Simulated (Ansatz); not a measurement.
Task: Name crystals whose computed values (r²SCAN in the plane-wave PAW code Ansatz) fall in these windows: B₀ by P(V) fit (GPa) 120 to 150; highest Γ mode, no LO–TO term (cm⁻¹) 300 to 410.

Result: 

| crystal | B₀ by P(V) fit (GPa) | highest Γ mode, no LO–TO term (cm⁻¹) |
|---|---|---|
| NbAl3, I4/mmm (Al on 2b, Al on 4d, Nb on 2a) | 136 | 366 |
| Al3Ni2, La2O3 or Ni2Al3 type | 145 | 389 |
Others may fit too.

Standing as an ambient phase not checked: NbAl3, I4/mmm (Al on 2b, Al on 4d, Nb on 2a); Al3Ni2, La2O3 or Ni2Al3 type. Perhaps ordered models of mixed-site phases: NbAl3, I4/mmm (Al on 2b, Al on 4d, Nb on 2a). All cells were relaxed under the symmetry of their starts (and spin orders); stability against distortions was not tested throughout. Rows with no word on spin ran without spin polarisation. Spin–orbit coupling is left out wherever it is not named.

Potentials: the later of the program's two PAW sets.
